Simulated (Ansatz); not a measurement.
Given:

Ba:
```yaml
crystal:
  lattice:
    - [0.00000, 3.83750, 3.83750]
    - [3.83750, 0.00000, 3.83750]
    - [3.83750, 3.83750, 0.00000]
  atoms:
    - { symbol: Ba, position: [0.00000, 0.00000, 0.00000] }
    - { symbol: Ba, position: [0.25000, 0.25000, 0.25000] }
```

This is the PBE-relaxed structure.

Task: All from PBE in the plane-wave PAW code Ansatz, unless another level is named. Give the density of states at the Fermi level.

Result: 0.39 states/eV per atom (mean over ±0.08 eV).

Task: And the gap with spin–orbit coupling?

Result: none (metallic).

Space group Fd-3m (diamond). The start of the workflow was typed in or built on a structure type; neither database checked (COD, Materials Project) lists it. It is not the phase usual at ambient conditions (space group No. 229). Symmetry was held in the PBE relaxation; its stability against distortions is not shown here. The volume moved by -44 % from the start of the relaxation. Scalar-relativistic: spin–orbit coupling is off unless named, which matters more the heavier the elements.

Potentials: the later of the program's two PAW sets.
